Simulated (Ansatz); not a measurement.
**Pressure against volume: TiO2**

```cif
data_structure
_symmetry_space_group_name_H-M 'P 1'
_symmetry_Int_Tables_number 1
_cell_length_a 4.5940
_cell_length_b 4.5940
_cell_length_c 2.9590
_cell_angle_alpha 90.000
_cell_angle_beta 90.000
_cell_angle_gamma 90.000
_cell_volume 62.45
loop_
_atom_site_label
_atom_site_type_symbol
_atom_site_fract_x
_atom_site_fract_y
_atom_site_fract_z
_atom_site_occupancy
Ti1 Ti 0.00000 0.00000 0.00000 1
Ti2 Ti 0.50000 0.50000 0.50000 1
O1 O 0.30600 0.30600 0.00000 1
O2 O 0.19400 0.80600 0.50000 1
O3 O 0.69400 0.69400 0.00000 1
O4 O 0.80600 0.19400 0.50000 1
```

The runs use the primitive cell with vectors (4.594, 0.000, 0.000), (0.000, 4.594, 0.000), (0.000, 0.000, 2.959) Å, to which the k mesh refers.

The conventional cell has a = 4.594 Å, b = 4.594 Å, c = 2.959 Å, α = 90.00°, β = 90.00°, γ = 90.00°. Around Ti (atom 1) lie 6 O at 1.94 to 1.99 Å. O (atom 3) has 3 Ti at 1.94 to 1.99 Å as nearest neighbours.

The geometry is COD entry 9007432, unchecked; take it as a test cell.

Levels of theory: DFT, LDA, all-electron LAPW, scalar-relativistic (Ansatz 0.2.0); DFT, LDA, PAW with Ansatz's default frozen-core files, scalar-relativistic (Ansatz 0.2.0).

For LAPW: a Γ-centred 7×7×10 k mesh, Fermi–Dirac smearing of 0.05 eV, basis error target 0.5 meV/atom, no spin polarisation. PAW takes a cutoff of 420 eV at this cell (files made with PBE, cores remade for this functional). The Ansatz runs share mesh, smearing and spin set-up. Plane-wave (PAW) pressures include the program's estimate of the Pulay term.

The cell above is scaled evenly, with fractional coordinates and shape held.

```
V/V(cell)  V (Å³/atom)  P, LAPW (GPa)  P, PAW (GPa)  gap on the k mesh, LAPW (eV)  free energy over the lowest listed, PAW (meV/atom)
   0.9400        9.784              ?             ?                             ?                                                   ?
   0.9800       10.200          -2.86         -3.09                          1.90                                                 0.0
   1.0000       10.408          -7.70         -7.91                          1.85                                                 7.2
   1.0100       10.512          -9.92        -10.13                          1.82                                                13.1
   1.0400       10.825         -15.92        -16.11                          1.75                                                38.8
```

(1) Fill in the row V/V(cell) = 0.9400.

(2) What do Birch–Murnaghan fits to the pressures give?

## Answers

(1) P, LAPW (GPa) = 8.54, P, PAW (GPa) = 8.27, gap on the k mesh, LAPW (eV) = 2.00, free energy over the lowest listed, PAW (meV/atom) = 6.1.

(2) LAPW: V0 = 10.09 Å³/atom, B0 = 262 GPa, B0′ = 4.3; PAW: V0 = 10.08 Å³/atom, B0 = 262 GPa, B0′ = 4.3.
